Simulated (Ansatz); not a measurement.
A crystal relaxed with r2SCAN in the plane-wave code Ansatz has space group Cmmm (No. 65) and a = 6.759 Å, b = 6.792 Å, c = 6.435 Å.

```
atom  site       x       y       z
  Sn    2b  0.0000  0.5000  0.0000
  Sn    4k  0.0000  0.0000  0.7516
   O    4i  0.0000  0.1953  0.0000
   O    8o  0.1958  0.5000  0.7530
  Xx    2c  0.0000  0.5000  0.5000
   O    4j  0.0000  0.1915  0.5000
```

r2SCAN gives a direct gap of 2.73 eV at Γ. PBE gives a direct gap of 2.09 eV at Γ. Meshes: r2SCAN 6×6×4, PBE 6×6×4. r2SCAN's ε∞ is 4.1, 4.0 and 4.5 along x, y and z.

Task: Which element is Xx?
A. Ti
B. Hf
C. Zr

Result: C. Xx is Zr: a 12-atom cell of ZrSn₃O₈ built on the rutile structure (relaxed group Cmmm). Sn has 6 O at 2.07 Å; Sn has 6 O at 2.06–2.08 Å; O has 3 Sn at 2.07–2.08 Å; O has 2 Sn at 2.06–2.07 Å and 1 Zr at 2.10 Å; Zr has 6 O at 2.10 Å; O has 2 Sn at 2.08 Å and 1 Zr at 2.10 Å.

No spin polarisation. The prototype was imposed, so other structures may be more stable.

No spin-orbit coupling is included; it can move band edges with weight on the heavy atoms by tenths of an eV.

For a response run the program warns that the ground state's bands aren't all converged, so ε∞ carries an extra error.
